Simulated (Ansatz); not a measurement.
Ba2H6Os:
```
Ba2H6Os
1.0
    0.00000     4.01833     4.01833
    4.01833     0.00000     4.01833
    4.01833     4.01833     0.00000
Ba H Os
2 6 1
Direct
  0.75000   0.75000   0.75000
  0.25000   0.25000   0.25000
  0.78450   0.78450   0.21550
  0.21550   0.21550   0.78450
  0.21550   0.78450   0.78450
  0.78450   0.21550   0.21550
  0.78450   0.21550   0.78450
  0.21550   0.78450   0.21550
  0.00000   0.00000   0.00000
```

Relaxed with HSE06.

Q: Give the Bader charges and basin volumes of the independent atoms, plane-wave PAW HSE06 (Ansatz code).

A: 

```csv
atom,Bader charge (e),Bader volume (Å³)
Ba1,+1.45,26.2
H3,-0.49,9.7
Os9,+0.04,19.2
```

Space group Fm-3m. The first step of the workflow began from a Materials Project structure, measured or hypothetical; the Crystallography Open Database copy checked does not list it. Its standing as an ambient phase is unchecked. Symmetry was held in the HSE06 relaxation; whether a distortion lowers the energy is not shown. No spin polarisation was allowed. Spin–orbit coupling is left out wherever it is not named.

Potentials: the later of the program's two PAW sets.
